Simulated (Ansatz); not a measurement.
**Energy landscape of MgO**

28 relaxations of MgO ended in 8 distinct structures. The numbers are results of r2SCAN (plane waves to 500 eV, PAW, scalar-relativistic; Ansatz, an electronic-structure program), not measurements.

```csv
#,space group,Pearson,type,E − E(lowest) (eV/atom),V (Å³/atom),"gap (eV, no SOC)",coordination,runs ending here
1,Fm-3m,cF8,rock salt type,0.000,9.29,5.68,"O 6 (octahedral), Mg 6 (octahedral)",19
2,P6₃/mmc,hP4,–,0.062,11.00,4.09,–,1
3,P6₃mc,hP4,wurtzite type,0.114,11.79,4.22,"Mg 4 (tetrahedral), O 4 (tetrahedral)",1
4,P6₃mc,hP8,"AFLOW prototype AB_hP8_186_ab_ab (B5, as in SiC)",0.135,11.86,4.31,–,3
5,P6₃mc,hP12,"AFLOW prototype AB_hP12_186_a2b_a2b (B6, as in SiC)",0.141,11.87,4.32,–,1
6,P6₃/mmc,hP4,NiAs type,0.159,9.42,5.34,"Mg 6 (octahedral), O 6 (trigonal prismatic)",1
7,Cccm,oS8,–,0.440,10.78,3.02,–,1
8,R-3m,hR6,–,0.955,12.35,0.99,–,1
```

Coordination numbers (neighbours up to the widest gap in distance over summed covalent radii, below 1.35; n+m marks a second, longer set; metal–metal contacts left out). Fm-3m, cF8, rock salt type is the lowest of the structures calculated here.

```cif
data_Mg4O4
_chemical_formula_sum 'O4 Mg4'
_space_group_name_H-M_alt 'Fm-3m'
_space_group_IT_number 225
_space_group_name_Hall '-F 4 2 3'
_cell_length_a 4.20448
_cell_length_b 4.20448
_cell_length_c 4.20448
_cell_angle_alpha 90.000
_cell_angle_beta 90.000
_cell_angle_gamma 90.000
loop_
_atom_site_label
_atom_site_type_symbol
_atom_site_symmetry_multiplicity
_atom_site_Wyckoff_symbol
_atom_site_fract_x
_atom_site_fract_y
_atom_site_fract_z
_atom_site_occupancy
O1 O 4 b 0.50000 0.50000 0.50000 1
Mg1 Mg 4 a 0.00000 0.00000 0.00000 1
```
(The calculation used a cell of 2 atoms; values per cell refer to that cell.)

1 run with a doubtful electronic state, a coarser numerical grid, an end not at rest or a source that can't be used is left out. 4 generated cells of layers, chains or molecules, poorly bound without dispersion, are left out. Each run could gain symmetry but not lose that of its start, so entries can be saddle points. From databases, or of a type measured for this composition: Fm-3m, cF8, rock salt type; the others are generated cells (placed on structure types, drawn at random, substituted or restacked) that were not matched to a known phase here. Static energies at zero pressure. Each cell has its own k-point mesh; energy differences are given only to the digits this allows. No spin polarisation in the result. Gaps of cells over 8 atoms come from the SCF mesh and high-symmetry points alone.
